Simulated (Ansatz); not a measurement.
**Settings and field gradients in Si3N4**

Cell: a COD entry, taken as it stands.

```
Si N
1.0
     7.60180    0.00000    0.00000
    -3.80090    6.58335    0.00000
     0.00000    0.00000    2.90660
Si N
6 8
Cartesian
  -1.5702 5.0540 0.7267
  2.4398 1.1672 2.1799
  0.2090 2.6965 0.7267
  5.3711 1.5293 2.1799
  1.3611 5.4161 0.7267
  3.5919 3.8868 2.1799
  0.0000 4.3889 0.7267
  3.8009 2.1945 2.1799
  2.4140 0.2126 0.7267
  1.0228 2.1969 2.1799
  6.2107 1.9842 0.7267
  1.3869 6.3707 2.1799
  2.7781 4.3865 0.7267
  -2.4098 4.5991 2.1799
```

Sites (sets of like atoms) are named by element and the number of their first atom in this list.

Reference run. Computed with Ansatz: DFT, PBE, plane waves and PAW, scalar-relativistic, 420 eV cutoff, Γ-centred 4×4×10 k-points, Fermi–Dirac smearing 0.02 eV.

It gives V_zz (10²¹ V/m²) N9 -5.07 (η 0.01), Si 1.37 (η 0.70), among others. Each of these runs changes the input as listed (caps on SCF iterations aside):

A. basis.xc_grid: not typed → 3
B. crystal.symmetry: not typed → {detect: false}; basis.ecutwfc: not typed → 18.4 Ry

(1) How does each run end, and how far do the gradients move?

## Answers

(1) 

```tsv
run	N9 V_zz (η)	Si V_zz (η)	largest change of a gradient tensor, all atoms	note
A	-5.07 (0.01)	1.37 (0.70)	0.00	converged
B	-4.35 (0.03)	1.42 (0.68)	0.71	converged; cutoff below the recommended one
```

Run B moves them most, on N9 (V_zz from -5.07 to -4.35).

In run B the shift comes from basis.ecutwfc: the other keys steer the path to self-consistency or leave the density as it is.

On the reference run: At this cell the PBE pressure is 6 GPa, so with PBE the cell would grow if it were relaxed. The largest force is 1.0 eV/Å, so the atoms aren't at the calculated equilibrium and relaxing them would move these values.
